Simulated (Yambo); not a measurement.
# Bethe-Salpeter results for Rb₂Ni₃S₄

```xyz
9
Lattice="0.0000 4.9685 6.8792 2.9311 0.0000 6.8792 2.9311 4.9685 0.0000" Properties=species:S:1:pos:R:3 pbc="T T T"
S      2.9311     1.6656     5.4478
S      2.9311     8.2715     8.3107
S      2.9311     8.2715     5.4478
S      2.9311     1.6656     8.3107
Ni     0.0000     0.0000     0.0000
Ni     1.4655     2.4843     0.0000
Ni     1.4655     2.4843     6.8792
Rb     2.9311     4.9685     9.1100
Rb     2.9311     4.9685     4.6484
```

The geometry is that of Materials Project entry mp-1079718, symmetrised and not relaxed again.

BSE in Yambo on PBEsol (pw.x of Quantum ESPRESSO, ONCV potentials, without SOC) bands: 4×4×4 mesh, 17 valence and 8 conduction bands, static screening with 122 bands and a 3 Ry block, scissor 0.91 eV, Tamm-Dancoff; field along x.

| state | energy (eV) | states within 2 meV | relative strength | class | main transitions |
|---|---|---|---|---|---|
| 1 | 1.25 | 1 | < 0.01 | dark | several band pairs |
| 2 | 1.32 | 1 | < 0.01 | dark | VB → CB (62 %) |
| 3 | 1.35 | 1 | < 0.01 | dark | several band pairs |
| 4 | 1.41 | 2 | < 0.01 | dark | several band pairs |
| 5 | 1.44 | 1 | < 0.01 | dark | VB → CB (83 %) |
| 6 | 1.44 | 1 | < 0.01 | dark | several band pairs |
| 7 | 1.45 | 1 | < 0.01 | dark | VB → CB (64 %) |
| 8 | 1.49 | 1 | < 0.01 | dark | VB → CB (73 %) |

These are vertical excitations (zero momentum); the indirect quasiparticle gap, about 1.56 eV, is smaller than the direct one (1.88 eV on the GW mesh). The direct quasiparticle gap on this mesh is 1.71 eV; counted from there, state 1 is bound by 0.46 eV. On a 2×2×2 mesh the same difference is 0.72 eV, so it isn't converged.

Spin singlets only. Strengths are relative to the strongest of the lowest states of this run; strong means a line over 3 % of the spectrum's maximum, dark under 0.03 %. Absolute energies carry the error of the G0W0 scissor, whose convergence isn't established; the long-wavelength screening was taken along (1,1,1) although the crystal is anisotropic.

The 3d shell has no Hubbard U; the runs are without spin polarisation, and magnetic order was not tried.

The structure is a Materials Project entry; no match was found in the copy of COD used, and its stability was not checked.
